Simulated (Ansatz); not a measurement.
Data:

Relaxed SnO₂ (rutile):

```xyz
6
Lattice="4.8275 0.0000 0.0000 0.0000 4.8275 0.0000 0.0000 0.0000 3.2382" Properties=species:S:1:pos:R:3 pbc="T T T"
Sn     0.0000     0.0000     0.0000
Sn     2.4138     2.4138     1.6191
O      1.4800     1.4800     0.0000
O      3.8938     0.9338     1.6191
O      0.9338     3.8938     1.6191
O      3.3475     3.3475     0.0000
```

Scan: atom 3 (O, nearest neighbour Sn at 2.089 Å; its periodic images, 3.2 Å or more away, move with it) is displaced along Cartesian [110], direction (0.707, 0.707, 0.000) in Cartesian axes, by s. The other atoms stay.

The numbers are results of PBE (plane waves to 420 eV, PAW, scalar-relativistic; Ansatz, a first-principles code), not measurements. k mesh 6×6×8 (Γ-centred), Fermi-Dirac smearing 0.05 eV. Energies are smeared free energies. Left out: 1 of 11 points, with atoms too close for the PAW data. SnO2 was relaxed with its symmetry unable to fall. The zero of ΔE is the undisplaced structure.

The scan covers s from -0.504 to 0.630 Å in 10 points.

Task: Is the energy the same for displacements of ±0.504 Å, and if not, which side lies higher?

Result: Not even: the negative side lies higher at ±0.504 Å. With its periodic images moving along, the atom's site symmetry in this cell is mm2.

Task: What force acts on the atom along the line at s = -0.504 Å?

Result: 23.7 eV/Å.

Task: What is the force constant k = d²E/ds² of this move at s = 0?

Result: 20.0 eV/Å².

(For displaced atoms, the force is minus the slope of the energy, and its curvature is a force constant, which sets phonon frequencies.)
